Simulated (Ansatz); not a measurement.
LiFeAs$_{2}$O$_{7}$ in space group C2 (No. 5; Pearson symbol mS22), DFT-PBE in the program Ansatz with PAW potentials, all energies at zero smearing, with the estimated change up to a 700 eV cutoff added, with one set of potentials and settings (totals compare only within such a set). Cell of 11 atoms (1 Li, 1 Fe, 2 As, 7 O): -18367.137 eV.

| element | reference phase | E (eV/atom) |
|---|---|---|
| Li | Fm-3m, 1 atoms in the cell | -204.6902 |
| Fe | Im-3m, 1 atoms in the cell, spin-polarised | -4480.4888 |
| As | R-3m, 2 atoms in the cell | -4856.1377 |
| O | C2/m, 4 atoms in the cell, spin-polarised | -565.0000 |

Formation energy per atom, worked out: (-18367.137 − 1×(-204.6902) − 1×(-4480.4888) − 2×(-4856.1377) − 7×(-565.0000))/11 = -1.335 eV/atom (-129 kJ per mol of atoms), at 0 K, without zero-point energy or fitted corrections.

The first step of the workflow began from a Materials Project structure, measured or hypothetical; the Crystallography Open Database copy checked does not list it. Whether it is the stable phase at ambient conditions was not checked. The cell was relaxed with PBE under the symmetry of its start; whether a distortion lowers the energy is not shown. Magnetic state: ferromagnetic, the only order run, not a proven ground state. The cell computed holds one magnetic atom, so no antiferromagnetic order was within reach. No Hubbard U is applied. The references are the lowest solids computed at this level, not always the standard phases (solids in place of the gases).

Potentials: the later of the program's two PAW sets.
